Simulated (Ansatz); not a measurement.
An element in the fcc structure gives these cold pressures by all-electron LAPW under LDA (Ansatz 0.2.0, scalar-relativistic, spin-polarised).

```csv
V (Å³/atom),P (GPa)
10.04,-0.12
9.44,18.17
8.84,44.1
8.03,96.7
7.23,182.2
6.43,324.5
5.52,617.2
4.52,1297
```

(1) Which element is it?

Answers

(1) Ni. Its zero-pressure volume in this structure is near 10.0 Å³/atom; the volume and the steepness of P(V) together point to it, though neighbours can come close. Neighbours weren't tried against these numbers.
